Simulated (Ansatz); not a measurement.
Ansatz (a program for electronic structure) input:

Ansatz 0.2 input:
```yaml
crystal:
  lattice:
    - [3.3331352517, 0.0, 0.0]
    - [-1.6665676259, 2.8865798022, 0.0]
    - [0.0, 0.0, 5.1884369794]
  atoms:
    - { symbol: Zr, position: [0.3333333333, 0.6666666667, 0.25] }
    - { symbol: Zr, position: [0.6666666667, 0.3333333333, 0.75] }
    - { symbol: C, position: [0.0, 0.0, 0.0] }
    - { symbol: C, position: [0.0, 0.0, 0.5] }
kpoints:
  mp_grid: { grid: [25, 25, 14] }
hamiltonian:
  xc: lda
  pseudopotentials: { kind: paw }
scf:
  occupations: { method: fermi_dirac, width: 0.1 }
elastic: { mode: relaxed_ion, stencil: two_point, amplitude: 0.005, f_tol: 0.0005 }
```

Output (shortened):

```
Pseudopotentials: kind: paw
Pseudopotential: Zr, paw, valence charge 12
Pseudopotential: C, paw, valence charge 4
Functional definition: SPW92
Crystal: 4 atoms, lattice volume = 49.920 Å³
Basis set: ecut = 420 eV, 977 PW (Γ)
Bands: 20, of which v1, the nominal top of the filled ones, is band 16 counted from 1 (15 counted from 0)
Symmetry: 24 space group operations
Space group: P63/mmc (ITA 194), of the structure as read, at distance tolerance 3.7e-5 Å
k-points: 520 of 8750
PAW frozen core: Zr, regenerated for the run's functional, and the local potential with it
PAW frozen core: C, regenerated for the run's functional, and the local potential with it
Initial wavefunctions: pseudopotential atomic-orbital guess
Eigensolver: davidson
Functional: x = slater, c = lda
all-band conjugate gradients solve this SCF's bands
SCF 1 converged in 10 iterations: F = -8644.006818 eV  dr2 = 3.67e-14
Crystal: 4 atoms, lattice volume = 49.670 Å³
Symmetry: 8 space group operations
k-points: 1352 of 8750
Initial density: handed on by an earlier stage of this run
Initial wavefunctions: pseudopotential atomic-orbital guess (no wavefunctions were taken with the density)
SCF 2 converged in 10 iterations: F = -8644.005482 eV  dr2 = 4.50e-15
relax step   1: F+E_penalty+E_count = -8644.00548197 eV  Δ(F+E_penalty+E_count) = +0.000e0 eV  max|allowed force component| = 6.583e-3 eV/Å  Δτ_max = 0.0000 Å  (10 SCF iters, accepted)
density extrapolation: transplant  |δρ|_rms = 3.534e-2 e/Å³  SAD shift = 7.326e-4 e/Å³
Crystal: 4 atoms, lattice volume = 49.670 Å³
Initial wavefunctions: those handed on with the density
SCF 3 converged in 7 iterations: F = -8644.005484 eV  dr2 = 1.48e-14
relax step   2: F+E_penalty+E_count = -8644.00548438 eV  Δ(F+E_penalty+E_count) = -2.411e-6 eV  max|allowed force component| = 1.841e-3 eV/Å  Δτ_max = 0.0005 Å  (7 SCF iters, accepted)
density extrapolation: transplant  |δρ|_rms = 3.534e-2 e/Å³  SAD shift = 1.601e-4 e/Å³
Crystal: 4 atoms, lattice volume = 49.670 Å³
SCF 4 converged in 6 iterations: F = -8644.005485 eV  dr2 = 5.44e-14
relax step   3: F+E_penalty+E_count = -8644.00548459 eV  Δ(F+E_penalty+E_count) = -2.046e-7 eV  max|allowed force component| = 2.073e-7 eV/Å  Δτ_max = 0.0001 Å  (6 SCF iters, accepted)
Crystal: 4 atoms, lattice volume = 49.670 Å³
SCF 5 converged in 2 iterations: F = -8644.005485 eV  dr2 = 1.82e-14
Crystal: 4 atoms, lattice volume = 50.169 Å³
SCF 6 converged in 10 iterations: F = -8644.004828 eV  dr2 = 7.12e-15
relax step   1: F+E_penalty+E_count = -8644.00482803 eV  Δ(F+E_penalty+E_count) = +0.000e0 eV  max|allowed force component| = 5.094e-3 eV/Å  Δτ_max = 0.0000 Å  (10 SCF iters, accepted)
density extrapolation: transplant  |δρ|_rms = 3.505e-2 e/Å³  SAD shift = 4.407e-4 e/Å³
Crystal: 4 atoms, lattice volume = 50.169 Å³
SCF 7 converged in 7 iterations: F = -8644.004830 eV  dr2 = 5.15e-15
relax step   2: F+E_penalty+E_count = -8644.00482962 eV  Δ(F+E_penalty+E_count) = -1.590e-6 eV  max|allowed force component| = 7.805e-5 eV/Å  Δτ_max = 0.0003 Å  (7 SCF iters, accepted)
Crystal: 4 atoms, lattice volume = 50.169 Å³
SCF 8 converged in 2 iterations: F = -8644.004830 eV  dr2 = 2.33e-15
density extrapolation: transplant  |δρ|_rms = 3.519e-2 e/Å³  SAD shift = 4.942e-3 e/Å³
Crystal: 4 atoms, lattice volume = 49.670 Å³
SCF 9 converged in 8 iterations: F = -8644.004538 eV  dr2 = 2.32e-14
density extrapolation: first-order (α = -2.000)  |δρ|_rms = 3.519e-2 e/Å³  SAD shift = 4.901e-3 e/Å³
Crystal: 4 atoms, lattice volume = 50.169 Å³
SCF 10 converged in 6 iterations: F = -8644.006312 eV  dr2 = 5.41e-14
Crystal: 4 atoms, lattice volume = 49.920 Å³
Symmetry: 4 space group operations
k-points: 2288 of 8750
SCF 11 converged in 9 iterations: F = -8644.006076 eV  dr2 = 2.74e-14
relax step   1: F+E_penalty+E_count = -8644.00607596 eV  Δ(F+E_penalty+E_count) = +0.000e0 eV  max|allowed force component| = 3.949e-4 eV/Å  Δτ_max = 0.0000 Å  (9 SCF iters, accepted)
Crystal: 4 atoms, lattice volume = 49.920 Å³
SCF 12 converged in 2 iterations: F = -8644.006076 eV  dr2 = 7.58e-15
Crystal: 4 atoms, lattice volume = 49.920 Å³
SCF 13 converged in 9 iterations: F = -8644.006076 eV  dr2 = 3.70e-14
relax step   1: F+E_penalty+E_count = -8644.00607596 eV  Δ(F+E_penalty+E_count) = +0.000e0 eV  max|allowed force component| = 3.949e-4 eV/Å  Δτ_max = 0.0000 Å  (9 SCF iters, accepted)
Crystal: 4 atoms, lattice volume = 49.920 Å³
SCF 14 converged in 2 iterations: F = -8644.006076 eV  dr2 = 7.90e-15
SCF converged after 10 iterations
Free energy (F): -8644.006818 eV
Harris-Foulkes:  -8644.006818 eV  (|F-HF|=3.64e-12)
Internal energy: -8643.986867 eV  (E = F + TS)
E sigma→0 (E₀):  -8643.996843 eV
Entropy (-TS):   -0.019951 eV (-4.988 meV/atom)
Fermi energy:    15.639485 eV
--- Per-component energies (eV) ---
  E_band       = -80.079372
  E_kinetic    = 850.341438
  E_local      = -1166.443221  (includes V_loc(G=0)·N_el)
  E_nonlocal   = 220.268607
  E_hartree    = 350.573299
  E_xc         = -421.111881
  E_vxc        = -506.026089  (∫ρ·V_xc dr)
  E_paw        = -5879.717154  (= ΣΔE_a)
  E_vpaw       = -179.366777  (= ΣTr[D̂ρ^β])
  E_aug_tail   = 0.000069  (compensation charges beyond the density's cutoff)
  E_ewald      = -2598.764490
  E_core_change = 0.866467  (= ΣΔE_core)
  E_smearing   = -0.019951  (= −TS)
  E_closure    = 0.000000  (closes the sum)
  Σ components = -8644.006818   (vs F -8644.006818, Δ=0.00e0)
--- Forces (eV/Å), atoms counted from 1 ---
  atom   1  Zr     0.00000000     0.00000000     0.00000000
  atom   2  Zr     0.00000000     0.00000000     0.00000000
  atom   3  C      0.00000000     0.00000000     0.00000000
  atom   4  C      0.00000000     0.00000000     0.00000000
  max |Σ_I F_I| component: 1.11e-16 eV/Å
--- Stress (GPa, compression-positive) ---
       -0.219754       0.000000       0.000000
        0.000000      -0.219754       0.000000
        0.000000       0.000000       0.562813
  P = ⅓ Tr σ = 0.0411 GPa (0.411 kbar)
  The stress holds the Pulay correction. Without it, at fixed plane waves, as pw.x and ABINIT print it: P = -0.2232 GPa
  The stress includes an estimate of the error left by incomplete SCF convergence (largest component 0.0000 GPa).
--- Band table (eV; the first three rows and the last of 520) ---
  k-point 0: bands = ["-32.4647", "-32.3174", "-11.2084", "-10.3509", "-10.3509", "-10.2338", "-10.2338", "-10.1310", "3.6996", "7.7592", "9.4252", "12.5927", "12.5927", "14.3830", "14.3830", "16.5028", "16.8156", "16.8156", "17.2439", "17.2439"]
  k-point 1: bands = ["-32.4628", "-32.3193", "-11.1960", "-10.3494", "-10.3494", "-10.2353", "-10.2353", "-10.1459", "3.7333", "7.6089", "9.5891", "12.5957", "12.5957", "14.3040", "14.3040", "16.3295", "16.9337", "16.9337", "17.2982", "17.2982"]
  k-point 2: bands = ["-32.4575", "-32.3248", "-11.1594", "-10.3451", "-10.3451", "-10.2396", "-10.2396", "-10.1896", "3.8335", "7.2636", "9.9758", "12.6065", "12.6065", "14.1057", "14.1057", "15.9011", "17.2471", "17.2471", "17.4579", "17.4579"]
  k-point 519: bands = ["-32.3130", "-32.3130", "-10.9510", "-10.9510", "-10.8075", "-10.8075", "-10.2855", "-10.2855", "6.0882", "6.0882", "10.9599", "10.9599", "13.2768", "13.2768", "13.8358", "13.8358", "17.3261", "17.3261", "18.7318", "18.7318"]
  band table: 20 of 20 bands, residual norms ≤ 1.0e-3 eV
--- Elastic constants: 3 strain directions × 2 members + reference (group order 24) ---
  dense FFT box of the reference and of every strained cell: 24×24×36
  strains applied: 11, 33, 23; error gains …
  C = ∂σ_k/∂η_j (tension-positive GPa; Voigt order 11 22 33 23 13 12):
       427.065    135.413    180.054      0.000      0.000      0.000
       135.413    427.065    180.054      0.000      0.000      0.000
       180.829    180.829    358.336      0.000      0.000      0.000
         0.000      0.000      0.000    192.351      0.000      0.000
         0.000      0.000      0.000      0.000    192.351      0.000
         0.000      0.000      0.000      0.000      0.000    145.826
  reference stress σ⁰ (GPa):      0.220      0.220     -0.563      0.000      0.000      0.000
  moduli (Voigt/Reuss/Hill, GPa): K = 245.01/244.78/244.89   G = 153.85/143.32/148.59   E = 370.77   ν = 0.248
  mechanically stable: yes (min eigenvalue of sym C = 145.83 GPa)
  strain η (Voigt 11):  stress-route row diagonal C_11 = 427.06 GPa, energy-path curvature d²(F+E_count+ΔE)/dδ²/Ω₀ = 427.06 GPa
         δ    σ_11 (GPa)             F (eV)   n_scf  n_hpsi   n_pw
    -5.000e-3      -1.9470       -8644.0054846       2  250986   1008   relax 3 steps, max|allowed force component| 2.07e-7 eV/Å
     5.000e-3       2.3237       -8644.0048296       2  250856   1008   relax 2 steps, max|allowed force component| 7.81e-5 eV/Å
  strain η (Voigt 33):  stress-route row diagonal C_33 = 358.34 GPa, energy-path curvature d²(F+E_count+ΔE)/dδ²/Ω₀ = 358.33 GPa
         δ    σ_33 (GPa)             F (eV)   n_scf  n_hpsi   n_pw
    -5.000e-3      -2.3760       -8644.0045382       8  198056   1008   relax 0 steps, max|allowed force component| 1.11e-16 eV/Å
     5.000e-3       1.2074       -8644.0063123       6  171162   1014   relax 0 steps, max|allowed force component| 1.43e-16 eV/Å
  strain η (Voigt 23):  stress-route row diagonal C_44 = 192.35 GPa, energy-path curvature d²(F+E_count+ΔE)/dδ²/Ω₀ = 192.44 GPa
         δ    σ_23 (GPa)             F (eV)   n_scf  n_hpsi   n_pw
    -5.000e-3      -0.9618       -8644.0060760       2  424462   1008   relax 1 steps, max|allowed force component| 3.95e-4 eV/Å
     5.000e-3       0.9618       -8644.0060760       2  424754   1008   relax 1 steps, max|allowed force component| 3.95e-4 eV/Å
```

Cost: very roughly 11 core-minutes on shared cores.

Space group P6_3/mmc (NiAs type). The first step of the workflow began from a Materials Project structure, measured or hypothetical; the Crystallography Open Database copy checked does not list it. It is not the phase usual at ambient conditions (space group No. 225). Symmetry was held in the LDA relaxation; whether a distortion lowers the energy is not shown. The run is not spin-polarised. As this level gives no gap, shear constants depend on the k-mesh and smearing (Fermi–Dirac, 0.1 eV here). On the denser mesh and wider smearing of the elastic run this cell carries a stress of 0.6 GPa. Scalar-relativistic: spin–orbit coupling is off unless named, which matters more the heavier the elements.

Potentials: the later of the program's two PAW sets.

Ansatz is a plane-wave DFT program.
